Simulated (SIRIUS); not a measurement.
Worked example: self-consistent single point of TiSi₂ (C2, 6 atoms in the cell; from Materials Project mp-2582, changed as shown) in SIRIUS.

Level of theory: PBE, SSSP 1.1.2 precision PBE pseudopotentials (plane waves; SIRIUS).

The change in words: atom 6 moved by -0.04 angstrom along y. Reference geometry (Fddd):
```
CELL_PARAMETERS angstrom
      0.00000     4.02322     4.16528
      2.33479     0.00000     4.16528
      2.33479     4.02322     0.00000
ATOMIC_POSITIONS crystal
  Ti 0.50000 0.50000 0.50000
  Ti 0.75000 0.75000 0.75000
  Si 0.83743 0.16257 0.83743
  Si 0.16257 0.83743 0.16257
  Si 0.41257 0.08743 0.41257
  Si 0.08743 0.41257 0.08743
```

Reference input (self-consistent single point, DFT, PBE, plane waves, SSSP 1.1.2 precision PBE pseudopotentials): parameters.ngridk = 5 5 5; parameters.xc_functionals = [XC_GGA_X_PBE, XC_GGA_C_PBE]; parameters.gk_cutoff = 9.487 1/bohr; parameters.pw_cutoff = 30 1/bohr; parameters.smearing = gaussian; parameters.smearing_width = 0.00999582 Ha; potentials = SSSP 1.1.2 precision PBE pseudopotentials; parameters.electronic_structure_method = pseudopotential; parameters.num_bands = 24; parameters.num_mag_dims = 0; parameters.num_dft_iter = 100; parameters.energy_tol = 1e-07 Ha. This run's input differs from it in these lines:

```diff
@@ -51,3 +51,3 @@
         [0.41257, 0.08743, 0.41257],
-        [0.08743, 0.41257, 0.08743]
+        [0.082459, 0.417541, 0.082459]
       ]
```

The program printed (abridged):

```
[find] density tolerance         : 1e-06
[find] total energy tolerance    : 1e-07
[find] iter_solver_tol (initial) : 0.01
[find] iter_solver_tol (target)  : 1e-13
[find] num_dft_iter              : 100
Charges and magnetic moments
--------------------------------------------------------------------------------
total charge          : 40.000000
[find] | SCF iteration   0 out of 100|
[diagonalize] iterative solver tolerance (occupied, empty): 0.01 0.01
[diagonalize] average number of iterations: 2.25641
[find] Charges and magnetic moments
[find] total charge          : 40.000000
[find] Energy
   [... lines left out ...]

[find] Charges and magnetic moments
[find] total charge          : 40.000000
[find] Energy
[find] smearing (-TS)                 :      -0.00301445
[find] Total energy                   :    -142.20145517 (Ha),    -284.40291034 (Ry)
[find] Free energy (E-TS)             :    -142.20446962 (Ha),    -284.40893923 (Ry)
[find] band gap (eV)                  :       0.00000000
[find] Efermi                         :       0.50059071
[find] iteration : 36, RMS (target) : 5.8955e-07 (1.0000e-06) , energy difference (target) : -1.5194e-09 (1.0000e-07)
[find] bands are converged : false
[find] iterative solver converged : true
[find] converged after 37 SCF iterations!
[find] Charges and magnetic moments
[find] total charge          : 40.000000
[find] Energy
[find] smearing (-TS)                 :      -0.00301445
[find] Total energy                   :    -142.20145517 (Ha),    -284.40291034 (Ry)
[find] Free energy (E-TS)             :    -142.20446962 (Ha),    -284.40893923 (Ry)
[find] band gap (eV)                  :       0.00000000
[find] Efermi                         :       0.50059071
[ground_state] === stress tensor components [kbar] ===
[ground_state] === stress_total ===
[ground_state]  -138.790467    0.000000    3.536795
[ground_state]     0.000000 -111.537080    0.000000
[ground_state]     3.536795    0.000000 -181.960343
[ground_state] ==== total Forces in Ha/bohr =====
[ground_state] atom:    0, force:       0.0000000     -0.0010959      0.0000000
[ground_state] atom:    1, force:       0.0000000     -0.0029492      0.0000000
[ground_state] atom:    2, force:       0.0000000     -0.0011467      0.0000000
[ground_state] atom:    3, force:       0.0000000      0.0008453      0.0000000
[ground_state] atom:    4, force:       0.0000000     -0.0015104      0.0000000
[ground_state] atom:    5, force:       0.0000000      0.0058574      0.0000000
```

The run converged in 37 iterations. SIRIUS prints the stress tensor with tension positive. Against the reference run the free energy is nearly the same (within 1 meV/atom), the pressure hardly changes (14.44 to 14.41 GPa) and the largest force goes from 0.016 to 0.301 eV/Å.

The structure comes from a collection of computed structures, made at another level of theory; the collection holds predicted forms beside known ones. Its lattice was then scaled. No clean gap shows at this smearing width and mesh (spacing up to 0.35 Å⁻¹); the mesh is coarse for partly filled bands, so the values carry mesh errors.

Cost on one core: very roughly 11 core-minutes.
